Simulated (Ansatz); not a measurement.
**Question.** Write an Ansatz input for a single-point calculation of LaTe with PBEsol (scalar-relativistic), a cutoff of 420 eV (density cutoff 4 times that), a Γ-centred 10×10×10 mesh and Gaussian smearing of 0.05 eV, without spin polarisation. Forces, stress and eigenvalues are wanted. The structure:
```
La Te
1.0
     0.0000000000    3.2355369420    3.2355369420
     3.2355369420    0.0000000000    3.2355369420
     3.2355369420    3.2355369420    0.0000000000
La Te
1 1
Direct
  0.5000000000 0.5000000000 0.5000000000
  0.0000000000 0.0000000000 0.0000000000
```

**Answer.** 
```yaml
crystal:
  lattice:
    - [0.0, 3.235536942, 3.235536942]
    - [3.235536942, 0.0, 3.235536942]
    - [3.235536942, 3.235536942, 0.0]
  atoms:
    - { symbol: La, position: [0.5, 0.5, 0.5] }
    - { symbol: Te, position: [0.0, 0.0, 0.0] }
basis:
  ecutwfc: 420
  ecutrho_ratio: 4
kpoints:
  mp_grid: { grid: [10, 10, 10] }
hamiltonian:
  xc: pbesol
scf:
  occupations: { method: gaussian, width: 0.05 }
output:
  forces: true
  stress: true
  eigenvalues: true
```

Launched as:
```sh
ansatz run input.yaml --threads 4 --pin off --max-ram 8192MiB --backend cpu --events-out ev --progress --plain --runs-dir out
```

Run as written, it has 27 valence electrons, 1363 plane waves at Γ, 48 symmetry operations and 47 irreducible k-points; it took 7 SCF iterations in all. It ran for 1.1 s on 4 threads of Arm Neoverse V1 (shared host), peak memory 0.4 GiB.

The start was a prototype's sites filled with these elements; the Crystallography Open Database holds the compound in this structure.
